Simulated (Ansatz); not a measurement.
Zone-centre phonons of SrTl at 6 GPa: input and output

Theory: Ansatz, DFT LDA, scalar-relativistic, plane waves, PAW.

Launched with:
```bash
ansatz run input.yaml --threads 1 --pin off --max-ram 3072MiB --backend cpu --events-out ev --progress --plain --runs-dir out
```

Input (bare energies are in eV):
```yaml
crystal:
  lattice:
    - [3.7892213145, 0.0, 0.0]
    - [0.0, 3.7892213145, 0.0]
    - [0.0, 0.0, 3.7892213145]
  atoms:
    - { symbol: Sr, position: [0.0, 0.0, 0.0] }
    - { symbol: Tl, position: [0.5, 0.5, 0.5] }
basis:
  ecutwfc: 420
kpoints:
  mp_grid: { grid: [12, 12, 12] }
hamiltonian:
  xc: lda
scf:
  occupations: { method: fermi_dirac, width: 0.15 }
output:
  eigenvalues: true
phonons:
  method: dfpt
  eigenvectors: true
```

The end of the output:
```
--- Phonons (Γ-DFPT): 2 representative perturbations + reference, on 196 of 1728 k-points (Σ response iterations 6) ---
  k mesh reduced under 8 symmetry operations, with k and −k counted as one. Each operation leaves every solved perturbation unchanged. A smaller set is not used because it would not reduce the number of displacements ...
  ASR residual: 1.816e-4 → 0.000e0 eV/Å²; symmetrization residual: 1.071e-5 eV/Å²
  ASR residual per site (eV/Å²): 1.82e-4 1.88e-5
  Γ frequencies (cm⁻¹): 0.00 0.00 0.00 122.32 122.32 122.32
  non-analytic LO–TO correction: not included (Born effective charges unavailable; polar crystals: no LO–TO splitting at Γ)
```

Time: 45 s on 1 thread of Arm Neoverse V1, with other jobs on the host, peak memory 0.72 GiB.

In a metal, frequencies and elastic constants depend on the k mesh and the smearing, soft modes and shear constants most. Spin–orbit coupling is left out, which can shift energies with elements as heavy as these. Other phases may be more stable at this pressure.